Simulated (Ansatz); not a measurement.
PbTe (rock salt)

```xyz
2
Lattice="0.0000 3.2671 3.2671 3.2671 0.0000 3.2671 3.2671 3.2671 0.0000" Properties=species:S:1:pos:R:3 pbc="T T T"
Te     0.0000     0.0000     0.0000
Pb     3.2671     3.2671     3.2671
```

The slice is a {100} plane (indices of the conventional cell) through the point (0.500, 0.500, 0.500) (fractional), spanned by u = [100] and v = [0 1 -1] in vectors of this cell: u (4.62 Å) and v (4.62 Å, at 90° to u). It covers one period; positions are fractions (u, v).

These are r2SCAN (plane waves to 500 eV, PAW, scalar-relativistic; Ansatz, a first-principles code) values and carry that method's errors. k mesh 9×9×9. Near the nuclei the fields are pseudised (PAW); where an atom keeps semicore shells as valence, they peak there. PbTe was relaxed with its symmetry unable to fall. Spin-orbit coupling is left out, though Pb and Te are heavy.

Task: The ELF has a maximum in the middle third of the Te–Pb line. Where, and how high?

Result: 0.67, 1.3 Å from Te.

Task: What is the valence density on the shortest Te–Pb line in this plane (3.27 Å), at its minimum between the atoms?

Result: 0.19 e/Å³.

Task: What is the ELF at the density minimum of the shortest Te–Pb line in this plane (3.27 Å)?

Result: 0.3.

Task: Predict the map of the electrostatic potential energy of an electron, from the cell's mean on the slice.

Result: 
```
|xxxxxxxxxx  ==##@@@@@@@@@@##==  xxxxxxxx|
|xxxxxxxx  ..++##%%@@@@@@%%##++..  xxxxxx|
|xxxxxxxx  --**##%%%%%%%%%%##**--  xxxxxx|
|xxxx    ::++**##****++****##**++::    xx|
|    ..--++****==::      ::==****++--..  |
|====++******--    xxxxxx    --******++==|
|##########==  xxxxxxxxxxxxxx  ==########|
|%%@@%%%%**::  xxxxxxxxxxxxxx  ::**%%%%@@|
|@@@@@@%%**  xxxxxxxxxxxxxxxxxx  **%%@@@@|
|@@@@@@%%++  xxxxxxxxxxxxxxxxxx  ++%%@@@@|
|@@@@@@%%**  xxxxxxxxxxxxxxxxxx  **%%@@@@|
|%%@@%%%%**::  xxxxxxxxxxxxxx  ::**%%%%@@|
|##########==  xxxxxxxxxxxxxx  ==########|
|====++******--    xxxxxx    --******++==|
|    ..--++****==::      ::==****++--..  |
|xxxx    ::++**##****++****##**++::    xx|
|xxxxxxxx  --**##%%%%%%%%%%##**--  xxxxxx|
|xxxxxxxx  ..++##%%@@@@@@%%##++..  xxxxxx|
|xxxxxxxxxx  ==##@@@@@@@@@@##==  xxxxxxxx|
|xxxxxxxxxx  ==##@@@@@@@@@@##==  xxxxxxxx|
```
Scale: ten equal steps from -3.00 (start of ' ') to 5.54 (end of '@'), in the order ' .:-=+*#%@'. Values: electrostatic potential energy of an electron, from the cell's mean, in eV. The map has 20 points along u (two characters each, u = 0 at the left) and 20 along v (v = 0 in the bottom row). Points within 1 Å of a nucleus are blanked (x), as the pseudised field means little there. Values under -3 eV are set to -3. The zero, the cell's mean, hangs on the PAW cores.
